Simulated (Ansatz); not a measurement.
In PBE (plane waves, PAW; program Ansatz), BN in the cubic phase (Pm-3n; B on 6c, N on 6d) relaxes to a = 4.440 Å. Its formation energy from the elements is -910 meV/atom, with no fitted shifts.

It is gapped at this level: 4.55 eV (indirect). The valence maximum lies at Γ and the conduction minimum on the Γ–X line, 84 % of the way from Γ (6 equivalent valleys). The electron mass is 0.54, 0.54, 0.65 mₑ (principal values).

An equation-of-state fit gives a bulk modulus of 292 GPa.

The start of the workflow was typed in or built on a structure type; neither database checked (COD, Materials Project) lists it. It is not the phase usual at ambient conditions (space group No. 186, 194, 216). The PBE relaxation kept the symmetry of its start; whether a distortion lowers the energy is not shown. The references are the lowest solids computed at this level, not always the standard phases (solids in place of the gases).

Potentials: the later of the program's two PAW sets.
